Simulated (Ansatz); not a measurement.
CrAgS$_{2}$:
```xyz
4
Lattice="1.7379 1.0034 6.6652 -1.7379 1.0034 6.6652 0.0000 -2.0067 6.6652" Properties=species:S:1:pos:R:3 pbc="T T T"
Cr     0.0000     0.0000     0.0196
Ag     0.0000     0.0000     3.0707
S      0.0000     0.0000    14.6779
S      0.0000     0.0000     5.4546
```
The run is spin-polarised; directions of the spins, atom by atom: ↑ 0 0 0.

Relaxed with PBEsol.

Question: Tabulate the valence density and the electron localisation function along the shortest Cr–Ag contact (3.05 Å), PBEsol (plane waves, PAW; program Ansatz).

Answer: 

```
distance from Cr (Å)  density (e/Å³)   ELF
--------------------  --------------  ----
0.31                           14.18  0.90
0.46                            8.03  0.82
0.61                            3.71  0.69
0.76                            1.41  0.47
0.92                            0.52  0.24
1.07                            0.28  0.13
1.22                            0.19  0.13
1.37                            0.16  0.14
1.53                            0.16  0.14
1.68                            0.18  0.14
1.83                            0.26  0.14
1.98                            0.44  0.19
2.14                            0.96  0.30
2.29                            2.44  0.43
2.44                            5.45  0.55
2.59                            9.97  0.65
2.75                           15.14  0.75
```

The density is the valence pseudo-density with augmentation charge, so density and ELF within about 1 Å of a nucleus are not all-electron values.

Space group R3m. The first step of the workflow began from a Materials Project structure, measured or hypothetical; the Crystallography Open Database files this formula in space group No. 160, but the cells were not matched. Its standing as an ambient phase is unchecked. The cell was relaxed with PBEsol under the symmetry of its start; its stability against distortions is not shown here. Magnetic state: ferromagnetic, chosen from 2 collinear starts compared on coarse meshes (ties went to the first, and starts can fall back to one state), not a proven ground state. No Hubbard U is applied.

Potentials: the later of the program's two PAW sets.
